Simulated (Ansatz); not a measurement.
Input and command of a calculation in Ansatz (plane waves; scalar-relativistic PAW potentials unless the input names others):

```yaml
crystal:
  lattice:
    - [2.610363973, -2.5540702927, 0.0]
    - [2.610363973, 2.5540702927, 0.0]
    - [0.0, 0.0, 4.141818]
  atoms:
    - { symbol: H, position: [0.95329563, 0.04670437, 0.06850889] }
    - { symbol: H, position: [0.45329563, 0.54670437, 0.43149111] }
    - { symbol: H, position: [0.54670437, 0.45329563, 0.56850889] }
    - { symbol: H, position: [0.04670437, 0.95329563, 0.93149111] }
basis:
  ecutwfc: 420
kpoints:
  mp_grid: { grid: [6, 6, 6] }
hamiltonian:
  xc: lda
scf:
  occupations: { method: gaussian, width: 0.05 }
  algorithm: direct_min
output:
  forces: true
  eigenvalues: true
  stress: true
magnetization:
  spin_polarized: true
```

```bash
ansatz run input.yaml --threads 1 --pin off --max-ram 1228MiB --backend cpu --events-out ev --progress --plain --runs-dir out
```

Abridged log:
```
Basis set: ecut = 420 eV, 1069 PW (Γ)
Bands: 6, of which v1, the nominal top of the filled ones, is band 2 counted from 1 (1 counted from 0)
Symmetry: 8 space group operations
k-points: 52 of 216
SCF iter   1: F=—  HF=-63.136630 eV  |F-HF|=—  |Δ(HF+E_count)|=         —  Δρ=3.96e-2 (↑3.96e-2 ↓3.96e-2) dr2=2.66e0  dr2_m=0.00e0  M=0.000 μB ∫|m|=0.000 μB  ethr=6.65e-2  ⟨swp⟩=2.2  Hψ=3774  notcnv=0
SCF iter   2: F=—  HF=-62.042613 eV  |F-HF|=—  |Δ(HF+E_count)|=    1.09e0  Δρ=7.06e-3 (↑7.06e-3 ↓7.06e-3) dr2=6.55e-2  dr2_m=0.00e0  M=0.000 μB ∫|m|=0.000 μB  ethr=1.63e-3  ⟨swp⟩=3.5  Hψ=2812  notcnv=2  defer=58
SCF iter   3: F=—  HF=-62.016243 eV  |F-HF|=—  |Δ(HF+E_count)|=   2.64e-2  Δρ=1.40e-4 (↑1.40e-4 ↓1.40e-4) dr2=2.40e-5  dr2_m=0.00e0  M=0.000 μB ∫|m|=0.000 μB  ethr=1.63e-3  ⟨swp⟩=2.2  Hψ=1282  notcnv=0  defer=2
SCF iter   4: F=-62.016239 eV  HF=-62.016239 eV  |F-HF|=1.21e-9  |Δ(HF+E_count)|=   4.57e-6  Δρ=3.97e-6 (↑3.97e-6 ↓3.97e-6) dr2=1.55e-8  dr2_m=0.00e0  M=0.000 μB ∫|m|=0.000 μB  ethr=6.00e-7  ⟨swp⟩=2.2  Hψ=1068  notcnv=0
SCF iter   5: F=-62.016239 eV  HF=-62.016239 eV  |F-HF|=1.91e-9  |Δ(HF+E_count)|=   2.38e-8  Δρ=4.11e-6 (↑4.11e-6 ↓4.11e-6) dr2=1.40e-8  dr2_m=0.00e0  M=0.000 μB ∫|m|=0.000 μB  ethr=3.87e-10  ⟨swp⟩=4.2  Hψ=1282  notcnv=0
SCF 1 converged in 5 iterations: F = -62.016239 eV  dr2 = 1.40e-8
  Residual-converged pass: ⟨swp⟩=1.7  Hψ=742  notcnv=0  max |occ|·‖R‖ = 6.4e-6 eV (tolerance 6.7e-6 eV) dr2=1.39e-8  dr2_m=0.00e0  dr2_onsite=1.17e-10  max |Δocc| = 0.0e0
the search or the solves at the SCF's close seem to have found levels that the self-consistency loop had missed (the run counts 4). By its estimate they hold under 1e-12 electrons; where the run keeps them, the occupations were computed again with them
SCF converged after 5 iterations
Magnetization: 0.0000 μB (2.0000 up, 2.0000 down)
Absolute magnetization: 0.0000 μB (∫|ρ↑−ρ↓|)
Spin contamination: 0.0000 ħ² per cell (⟨S²⟩ above its minimum at these occupations)
Per-site moments (μB) at R_I (Å): [(0.0, 0.30584215), (0.0, 0.30584215), (0.0, 0.30584215), (0.0, 0.30584215)]
Free energy (F): -62.016239 eV
Harris-Foulkes:  -62.016239 eV  (|F-HF|=1.91e-9)
Internal energy: -62.016239 eV  (E = F + TS)
E sigma→0 (E₀):  -62.016239 eV
Fermi energy:    -3.917521 eV
--- Forces (eV/Å), atoms counted from 1 ---
  atom   1  H      0.00000000     0.62656867     0.74492181
  atom   2  H      0.00000000     0.62656867    -0.74492181
  atom   3  H      0.00000000    -0.62656867     0.74492181
  atom   4  H      0.00000000    -0.62656867    -0.74492181
--- Stress (GPa, compression-positive) ---
       -0.549544       0.000000       0.000000
        0.000000       1.084082       0.000000
        0.000000       0.000000       1.891319
  P = ⅓ Tr σ = 0.8086 GPa (8.086 kbar)
```

Apart from outputs and empty bands, the input differs from a reference run on usual settings in scf.algorithm: not typed → "direct_min"; magnetization: not typed → {"spin_polarized": true}. The reference, at the same geometry (not necessarily relaxed), gave pressure 0.81 GPa, largest force 0.973 eV/Å, gap on the mesh 8.69 eV. This run converged in 5 SCF iterations (reference: 6) with an energy at zero smearing within 0.01 meV/atom of the reference's, pressure 0.81 GPa, largest force 0.973 eV/Å, gap on the mesh 8.69 eV.